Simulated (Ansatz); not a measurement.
The elements of this relaxed trial crystal are hidden behind letters.

```
lattice vectors (Å)
   5.0635    0.0000    0.0000
   0.0000    5.0635    0.0000
   0.0000    0.0000    5.0635
fractional positions
X 0.0000 0.5000 0.5000
X 0.5000 0.5000 0.0000
X 0.5000 0.0000 0.5000
Z 0.0000 0.0000 0.0000
Q 0.7088 0.7088 0.2912
Q 0.7088 0.2912 0.7088
Q 0.2912 0.7088 0.7088
Q 0.2912 0.2912 0.2912
```

The calculation used DFT PBE, scalar-relativistic, plane waves, PAW (Ansatz). Plane waves to 420 eV, an 8×8×8 mesh through Γ for the 8-atom cell and 0.10 eV Gaussian smearing; no spin polarisation.

```
Space group                              : P-43m (No. 215)
Conventional cell                        : a = 5.063 Å
Volume per atom                          : 16.23 Å³
Density                                  : 4.63 g/cm³
Energy over the elements                 : −0.66 eV/atom
Gap on the 8×8×8 mesh of the 8-atom cell : 0 eV (a metal)
```

Energies are uncorrected and count from the elements' standard states at the same level.

**Question.** X is a d-block element of period 5, Z is a p-block element of period 3 and Q is a p-block element of period 2. Which elements are they?

**Answer.** X = Zr, Z = S, Q = N, so the formula is Zr3SN4. Density times volume gives a mean mass of 4.63 × 16.23/1.6605 = 45.3 u per atom, and this set has 45.2 u. Zr has 4 N at 2.10 Å; S is surrounded by 4 N at 2.55 Å (long contacts); N has 3 Zr at 2.10 Å and 1 S at 2.55 Å. Other sets within the hints have nearly the same mass, so mass alone doesn't settle it; this one was computed.

A structure relaxed within its symmetry needn't be a true minimum.
